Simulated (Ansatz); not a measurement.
Input file for Ansatz (a first-principles code):

Ansatz 0.2 input:
```yaml
crystal:
  lattice:
    - [3.5921570236, 0.0, 0.0]
    - [0.0, 3.5921570236, 0.0]
    - [0.0, 0.0, 5.1137415208]
  atoms:
    - { symbol: Sc, position: [0.5, 0.0, 0.7073080395] }
    - { symbol: Sc, position: [0.0, 0.5, 0.2926919605] }
    - { symbol: O, position: [0.0, 0.0, 0.5] }
    - { symbol: O, position: [0.5, 0.5, 0.5] }
    - { symbol: F, position: [0.5, 0.5, 0.0] }
    - { symbol: F, position: [0.0, 0.0, 0.0] }
kpoints:
  mp_grid: { grid: [7, 7, 5] }
hamiltonian:
  xc: r2scan
  pseudopotentials: { kind: paw }
scf:
  occupations: { method: fixed }
output:
  optics: { e_range: [0.0, 15.0], de: 0.05, sigma: 0.1, bands: { spectra_wanted_up_to: 12 eV } }
```

Output (shortened):

```
output.optics: the spectra are integrated over the Brillouin zone by k·p interpolation around the k-points, where levels, occupations, output.optics.sigma and …
Pseudopotential: Sc, paw, valence charge 11
Pseudopotential: O, paw, valence charge 6
Pseudopotential: F, paw, valence charge 7
Functional definition: r2SCAN
Crystal: 6 atoms, lattice volume = 65.986 Å³
Basis set: ecut = 500 eV, 1699 PW (Γ), exchange–correlation on 108×108×160 points (64 copies of the dense FFT grid, shifted against one another)
Bands: 30, of which v1, the nominal top of the filled ones, is band 24 counted from 1 (23 counted from 0)
Symmetry: 16 space group operations
Space group: P4/nmm (ITA 129), of the structure as read, at distance tolerance 4.0e-5 Å
k-points: 30 of 245
SCF iter   1: F=—  HF=-7050.740556 eV  |F-HF|=—  |Δ(HF+E_count)|=         —  Δρ=1.68e-2  dr2=1.99e-1  dr2_τ=2.68e-1  ethr=1.77e-3  ⟨swp⟩=3.9  Hψ=3341  notcnv=0  defer=68
preconditioner: auto → Resta (q_TF=auto, 2.587 Å⁻¹)
SCF iter   2: F=—  HF=-7050.861829 eV  |F-HF|=—  |Δ(HF+E_count)|=   1.21e-1  Δρ=6.31e-3  dr2=1.10e-2  dr2_τ=5.62e-3  ethr=4.14e-4  ⟨swp⟩=2.0  Hψ=1652  notcnv=0  defer=87
SCF iter   3: F=—  HF=-7050.860757 eV  |F-HF|=—  |Δ(HF+E_count)|=   1.07e-3  Δρ=2.73e-3  dr2=2.63e-3  dr2_τ=3.60e-4  ethr=2.30e-5  ⟨swp⟩=2.0  Hψ=1327  notcnv=0  defer=120
SCF iter   4: F=—  HF=-7050.860549 eV  |F-HF|=—  |Δ(HF+E_count)|=   2.08e-4  Δρ=6.91e-4  dr2=2.23e-4  dr2_τ=4.89e-5  ethr=5.48e-6  ⟨swp⟩=2.1  Hψ=1539  notcnv=0  defer=120
SCF iter   5: F=—  HF=-7050.860549 eV  |F-HF|=—  |Δ(HF+E_count)|=   1.10e-7  Δρ=2.61e-4  dr2=2.48e-5  dr2_τ=4.80e-6  ethr=4.66e-7  ⟨swp⟩=2.0  Hψ=1356  notcnv=0  defer=120
SCF iter   6: F=—  HF=-7050.860551 eV  |F-HF|=—  |Δ(HF+E_count)|=   1.90e-6  Δρ=5.28e-5  dr2=1.61e-6  dr2_τ=2.05e-7  ethr=5.18e-8  ⟨swp⟩=2.4  Hψ=1495  notcnv=0  defer=52
SCF iter   7: F=—  HF=-7050.860550 eV  |F-HF|=—  |Δ(HF+E_count)|=   5.89e-7  Δρ=1.58e-5  dr2=1.91e-7  dr2_τ=1.31e-8  ethr=3.36e-9  ⟨swp⟩=2.0  Hψ=1495  notcnv=0  defer=52
SCF iter   8: F=—  HF=-7050.860550 eV  |F-HF|=—  |Δ(HF+E_count)|=   1.37e-8  Δρ=4.29e-6  dr2=1.21e-8  dr2_τ=1.03e-9  ethr=3.98e-10  ⟨swp⟩=2.0  Hψ=1268  notcnv=0  defer=52
SCF iter  11: F=-7050.860550 eV  HF=-7050.860550 eV  |F-HF|=9.09e-13  |Δ(HF+E_count)|=  1.82e-12  Δρ=2.73e-8  dr2=3.74e-13  dr2_τ=3.37e-14  ethr=1.00e-12  ⟨swp⟩=7.4  Hψ=2656  notcnv=0
SCF 1 converged in 11 iterations: F = -7050.860550 eV  dr2 = 3.74e-13
NSCF: frozen V_eff on 30 k-points
Optics k sum: 0 of 30 k-points
Optics k sum: 2 of 30 k-points
Optics k sum: 3 of 30 k-points
Optics k sum: 5 of 30 k-points
Optics k sum: 6 of 30 k-points
Optics k sum: 8 of 30 k-points
Optics k sum: 9 of 30 k-points
Optics k sum: 11 of 30 k-points
Optics k sum: 12 of 30 k-points
Optics k sum: 14 of 30 k-points
Optics k sum: 15 of 30 k-points
Optics k sum: 17 of 30 k-points
Optics k sum: 18 of 30 k-points
Optics k sum: 20 of 30 k-points
Optics k sum: 21 of 30 k-points
Optics k sum: 23 of 30 k-points
Optics k sum: 24 of 30 k-points
Optics k sum: 26 of 30 k-points
Optics k sum: 27 of 30 k-points
Optics k sum: 29 of 30 k-points
Optics k sum: 30 of 30 k-points
Optics k sum: 0 of 30 k-points
Optics k sum: 2 of 30 k-points
Optics k sum: 3 of 30 k-points
Optics k sum: 5 of 30 k-points
Optics k sum: 6 of 30 k-points
Optics k sum: 8 of 30 k-points
Optics k sum: 9 of 30 k-points
Optics k sum: 11 of 30 k-points
Optics k sum: 12 of 30 k-points
Optics k sum: 14 of 30 k-points
Optics k sum: 15 of 30 k-points
Optics k sum: 17 of 30 k-points
Optics k sum: 18 of 30 k-points
Optics k sum: 20 of 30 k-points
Optics k sum: 21 of 30 k-points
Optics k sum: 23 of 30 k-points
Optics k sum: 24 of 30 k-points
Optics k sum: 26 of 30 k-points
Optics k sum: 27 of 30 k-points
Optics k sum: 29 of 30 k-points
Optics k sum: 30 of 30 k-points
NSCF: frozen V_eff on 1 k-points
NSCF: frozen V_eff on 1 k-points
NSCF: frozen V_eff on 1 k-points
NSCF: frozen V_eff on 1 k-points
NSCF: frozen V_eff on 1 k-points
output.optics: what the bands over the 44 summed would add to eps1, eps2 and the energy-loss function is held between a lower and an upper bound (14 Lanczos …
SCF converged after 11 iterations
Free energy (F): -7050.860550 eV
Harris-Foulkes:  -7050.860550 eV  (|F-HF|=9.09e-13)
Internal energy: -7050.860550 eV  (E = F + TS)
E sigma→0 (E₀):  -7050.860550 eV
Fermi energy:    7.951111 eV
--- Per-component energies (eV) ---
  E_band       = -370.450906
  E_kinetic    = 1300.224619
  E_local      = -3099.273213  (includes V_loc(G=0)·N_el)
  E_nonlocal   = 393.935467
  E_hartree    = 1086.402215
  E_xc         = -512.762234
  E_vxc        = -736.765333  (∫ρ·V_xc dr)
  E_paw        = -2651.281624  (= ΣΔE_a)
  E_vpaw       = -450.879380  (= ΣTr[D̂ρ^β])
  E_aug_tail   = 0.004184  (compensation charges beyond the density's cutoff)
  E_vtau       = 49.498340  (kinetic-family band-sum trace: ∫τ·v_τ [+ j·A + Jᵃ·Aᵃ] dr)
  E_ewald      = -3567.506316
  E_core_change = -0.603649  (= ΣΔE_core)
  E_smearing   =  0.000000  (= −TS)
  E_closure    =  0.000000  (closes the sum)
  Σ components = -7050.860550   (vs F -7050.860550, Δ=0.00e0)
  [band-id]    e_kinetic+e_local+e_nonlocal+2·e_hartree+e_vxc+e_vpaw+e_augmentation_tail+e_vtau = -370.450886   (vs E_band -370.450906, Δ=1.95e-5)
--- Band table (eV; the first three rows and the last of 30) ---
  k-point 0: bands = ["-41.4718", "-41.4184", "-19.5285", "-19.0874", "-19.0874", "-19.0134", "-18.9581", "-18.9581", "-15.6768", "-14.9474", "-9.4469", "-8.5264", "2.4184", "3.0606", "3.0606", "3.3600", "4.6879", "4.6879", "5.3828", "5.3828", "6.4840", …
  k-point 1: bands = ["-41.4700", "-41.4202", "-19.4885", "-19.0832", "-19.0832", "-19.0699", "-18.9624", "-18.9624", "-15.6460", "-14.9446", "-9.4808", "-8.5431", "2.7065", "3.0690", "3.0690", "3.6179", "4.5785", "4.5785", "5.4760", "5.4760", "6.0400", …
  k-point 2: bands = ["-41.4668", "-41.4234", "-19.3831", "-19.2013", "-19.0756", "-19.0756", "-18.9700", "-18.9700", "-15.5965", "-14.9402", "-9.5354", "-8.5701", "3.0841", "3.0841", "3.4068", "4.2192", "4.4356", "4.4356", "5.1084", "5.5915", "5.5915", …
  k-point 29: bands = ["-41.4285", "-41.4263", "-19.4059", "-19.3944", "-19.2022", "-19.1468", "-19.1106", "-19.0740", "-15.2200", "-15.1863", "-8.6757", "-8.6245", "2.5442", "2.6369", "3.8970", "3.9886", "4.2099", "4.3990", "5.4973", "5.6379", "6.7306", …
```

Cost: roughly 70 core-seconds on shared cores.

The first step of the workflow began from a Materials Project structure, measured or hypothetical; the Crystallography Open Database copy checked does not list it. Whether it is the stable phase at ambient conditions was not checked. The r²SCAN relaxation kept the symmetry of its start; its stability against distortions is not shown here. No spin polarisation was allowed.

Potentials: the later of the program's two PAW sets.

Ansatz is a plane-wave DFT program.
